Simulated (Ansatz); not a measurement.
A 12-atom cell of SnSiO4 built on the rutile structure (relaxed group P-42_1m) at its r2SCAN geometry, run in the PAW code Ansatz at 3 levels of theory. Note: simulated data, non-magnetic, for a generated structure that need not be the stable one.

The PBE+SOC input:
```yaml
crystal:
  lattice:
    - [4.4633060881, 0.0, 0.0]
    - [0.0, 4.4633060881, 0.0]
    - [0.0, 0.0, 5.9119848108]
  atoms:
    - { symbol: Sn, position: [0.0, 0.5, 0.1343030142] }
    - { symbol: Sn, position: [0.5, 0.0, 0.8656969858] }
    - { symbol: O, position: [0.6816177213, 0.8183822787, 0.1538543208] }
    - { symbol: O, position: [0.3183822787, 0.1816177213, 0.1538543208] }
    - { symbol: O, position: [0.8183822787, 0.3183822787, 0.8461456792] }
    - { symbol: O, position: [0.1816177213, 0.6816177213, 0.8461456792] }
    - { symbol: Si, position: [0.0, 0.5, 0.613487566] }
    - { symbol: Si, position: [0.5, 0.0, 0.386512434] }
    - { symbol: O, position: [0.7034869263, 0.7965130737, 0.5985184473] }
    - { symbol: O, position: [0.2965130737, 0.2034869263, 0.5985184473] }
    - { symbol: O, position: [0.7965130737, 0.2965130737, 0.4014815527] }
    - { symbol: O, position: [0.2034869263, 0.7034869263, 0.4014815527] }
kpoints:
  mp_grid: { grid: [6, 6, 4] }
  band_path:
    path:
      - [0.0, 0.0, 0.0]
      - [0.0, 0.5, 0.0]
      - [0.5, 0.5, 0.0]
      - [0.0, 0.0, 0.5]
      - [0.0, 0.5, 0.5]
      - [0.5, 0.5, 0.5]
    npoints: 1
hamiltonian:
  xc: pbe
scf:
  occupations: { method: fixed }
  n_extra_bands: 14
magnetization:
  noncollinear: true
  spin_orbit: true
output:
  forces: true
  stress: true
  eigenvalues: true
```

Main results, then, where recorded, the levels near the gap in eV from the Fermi energy (columns number the bands from 0), one row a point of the path (Γ, X, M, Z, R, A):
```
Crystal: 12 atoms, lattice volume = 117.773 Å³
Symmetry: 8 space group operations + 8 with time reversal
Magnetic group: BNS 113.268 (UNI 928)
```
```
Basis set: ecut = 420 eV, 2347 PW (Γ)
k-points: 30 of 144 (time reversal used)
SCF converged after 9 iterations
Free energy (F): -17867.825661 eV
Fermi energy:    10.350037 eV
--- Forces (eV/Å), atoms counted from 1 ---
  atom   1  Sn      0.00000      0.00000    -0.03844
  atom   2  Sn      0.00000      0.00000      0.03844
  atom   3  O     -0.02603      0.02603      0.06567
  atom   4  O       0.02603    -0.02603      0.06567
  atom   5  O       0.02603      0.02603    -0.06567
  atom   6  O     -0.02603    -0.02603    -0.06567
  atom   7  Si      0.00000      0.00000    -0.00079
  atom   8  Si      0.00000      0.00000      0.00079
  atom   9  O       0.09583    -0.09583    -0.07614
  atom  10  O     -0.09583      0.09583    -0.07614
  atom  11  O     -0.09583    -0.09583      0.07614
  atom  12  O       0.09583      0.09583      0.07614
--- Stress (GPa, compression-positive) ---
        8.031322       0.000000       0.000000
        0.000000       8.031322       0.000000
        0.000000       0.000000       9.587645
  P = ⅓ Tr σ = 8.5501 GPa (85.501 kbar)
```
```tsv
band_74	band_75	band_76	band_77	band_78	band_79	band_80	band_81	band_82	band_83	band_84	band_85	band_86	band_87	band_88	band_89
-1.798	-1.798	-1.783	-1.783	-0.805	-0.805	-0.783	-0.783	0.000	0.000	2.205	2.205	4.638	4.638	6.259	6.259
-1.612	-1.612	-1.407	-1.407	-1.395	-1.395	-0.686	-0.686	-0.685	-0.685	4.586	4.586	4.592	4.592	6.774	6.774
-1.899	-1.899	-1.225	-1.225	-1.225	-1.225	-1.163	-1.163	-1.163	-1.163	4.108	4.108	4.108	4.108	6.641	6.641
-1.930	-1.930	-1.359	-1.359	-0.777	-0.777	-0.758	-0.758	-0.247	-0.247	4.083	4.083	4.840	4.840	6.959	6.959
-1.666	-1.666	-1.478	-1.478	-1.475	-1.475	-0.783	-0.783	-0.777	-0.777	5.365	5.365	5.374	5.374	7.281	7.281
-1.898	-1.898	-1.229	-1.229	-1.229	-1.229	-0.977	-0.977	-0.977	-0.977	4.815	4.815	4.815	4.815	6.985	6.985
```

PBE+SOC gives a direct gap of 2.20 eV at Γ.

Task: In the first input these blocks are replaced (the band path and keys that only write files left aside):
```yaml
kpoints:
  mp_grid: { grid: [4, 4, 4] }
hamiltonian:
  xc: hse06
scf:
  occupations: { method: fixed }
  n_extra_bands: 7
```
(magnetization left out)
What comes out?

Result:
```
Basis set: ecut = 420 eV, 2347 PW (Γ)
k-points: 18 of 64 (time reversal used)
Exchange kernel: α = 0.2500, screened, ω = 0.2079 Å⁻¹, Wigner–Seitz truncation, v(0) = 1043.5810 eV·Å³, q-mesh 4×4×4
hybrid outer 1: dexx = +3.774e-2 eV, tail = 1.51e-4 eV
hybrid outer 2: dexx = +1.842e-6 eV, tail = 4.62e-8 eV, Δε = 4.84e-3 eV, ΔF = 1.38e-2 eV/Å
hybrid outer 3: dexx = +1.447e-9 eV, tail = 5.91e-10 eV, Δε = 4.18e-5 eV, ΔF = 1.27e-4 eV/Å
hybrid SCF converged: 3 outer / 14 inner (+3 warm-up)
Free energy (F): -17871.946822 eV
Fermi energy:    9.002416 eV
--- Forces (eV/Å), atoms counted from 1 ---
  atom   1  Sn      0.00000      0.00000      0.06601
  atom   2  Sn      0.00000      0.00000    -0.06601
  atom   3  O     -0.02305      0.02305    -0.05446
  atom   4  O       0.02305    -0.02305    -0.05446
  atom   5  O       0.02305      0.02305      0.05446
  atom   6  O     -0.02305    -0.02305      0.05446
  atom   7  Si      0.00000      0.00000    -0.01317
  atom   8  Si      0.00000      0.00000      0.01317
  atom   9  O     -0.05964      0.05964      0.04375
  atom  10  O       0.05964    -0.05964      0.04375
  atom  11  O       0.05964      0.05964    -0.04375
  atom  12  O     -0.05964    -0.05964    -0.04375
--- Stress (GPa, compression-positive) ---
       -1.253634       0.000000       0.000000
        0.000000      -1.253634       0.000000
        0.000000       0.000000      -2.624609
  P = ⅓ Tr σ = -1.7106 GPa (-17.106 kbar)
```
```tsv
band_37	band_38	band_39	band_40	band_41	band_42	band_43	band_44
-1.670	-1.670	-0.742	-0.742	0.000	4.045	6.631	8.267
-1.662	-1.253	-1.253	-0.654	-0.654	6.547	6.547	8.750
-1.944	-1.318	-1.318	-1.122	-1.122	6.083	6.083	8.737
-1.944	-1.426	-0.722	-0.722	-0.269	5.988	6.869	9.144
-1.655	-1.403	-1.403	-0.789	-0.789	7.432	7.432	9.385
-1.935	-1.323	-1.323	-0.911	-0.911	6.845	6.845	9.136
```
The HSE06 gap is direct at Γ: 4.04 eV. The mean pressure at these positions is -1.7 GPa, compression counted positive. The stress of a hybrid is loosely converged here.

Task: In the first input these blocks are replaced (the band path and keys that only write files left aside):
```yaml
kpoints:
  mp_grid: { grid: [4, 4, 4] }
hamiltonian:
  xc: pbe0
scf:
  occupations: { method: fixed }
  n_extra_bands: 7
```
(magnetization left out)
What comes out?

Result:
```
Basis set: ecut = 420 eV, 2347 PW (Γ)
k-points: 18 of 64 (time reversal used)
Exchange kernel: α = 0.2500, full range, Wigner–Seitz truncation, v(0) = 13061.6268 eV·Å³, q-mesh 4×4×4
hybrid outer 1: dexx = +4.884e-2 eV, tail = 1.70e-4 eV
hybrid outer 2: dexx = +2.616e-6 eV, tail = 4.61e-8 eV, Δε = 4.39e-3 eV, ΔF = 1.16e-2 eV/Å
hybrid outer 3: dexx = +1.532e-9 eV, tail = 6.77e-10 eV, Δε = 4.46e-5 eV, ΔF = 1.21e-4 eV/Å
hybrid SCF converged: 3 outer / 14 inner (+3 warm-up)
Free energy (F): -17871.539208 eV
Fermi energy:    8.600674 eV
--- Forces (eV/Å), atoms counted from 1 ---
  atom   1  Sn      0.00000      0.00000      0.06573
  atom   2  Sn      0.00000      0.00000    -0.06573
  atom   3  O     -0.02073      0.02073    -0.05558
  atom   4  O       0.02073    -0.02073    -0.05558
  atom   5  O       0.02073      0.02073      0.05558
  atom   6  O     -0.02073    -0.02073      0.05558
  atom   7  Si      0.00000      0.00000    -0.01269
  atom   8  Si      0.00000      0.00000      0.01269
  atom   9  O     -0.06005      0.06005      0.04479
  atom  10  O       0.06005    -0.06005      0.04479
  atom  11  O       0.06005      0.06005    -0.04479
  atom  12  O     -0.06005    -0.06005    -0.04479
--- Stress (GPa, compression-positive) ---
       -1.348588       0.000000       0.000000
        0.000000      -1.348588       0.000000
        0.000000       0.000000      -2.639852
  P = ⅓ Tr σ = -1.7790 GPa (-17.790 kbar)
```
```tsv
band_37	band_38	band_39	band_40	band_41	band_42	band_43	band_44
-1.666	-1.666	-0.736	-0.736	0.000	4.787	7.406	9.030
-1.667	-1.249	-1.249	-0.653	-0.653	7.323	7.323	9.515
-1.944	-1.322	-1.322	-1.123	-1.123	6.856	6.856	9.518
-1.945	-1.432	-0.720	-0.720	-0.274	6.764	7.649	9.933
-1.660	-1.401	-1.401	-0.792	-0.792	8.219	8.219	10.163
-1.936	-1.327	-1.327	-0.912	-0.912	7.627	7.627	9.921
```
The PBE0 gap is direct at Γ: 4.79 eV. The mean pressure at these positions is -1.8 GPa, compression counted positive. (The program warns that its thresholds are loose for a hybrid's stress.)

The hybrids run on coarser meshes, which limits their stresses and small splittings of levels.

Totals of different functionals, or with and without spin-orbit coupling, can't be compared.

Only the levels marked +SOC include spin-orbit coupling.

The meshes of the hybrids are coarse, so their gaps aren't converged to the digits shown.
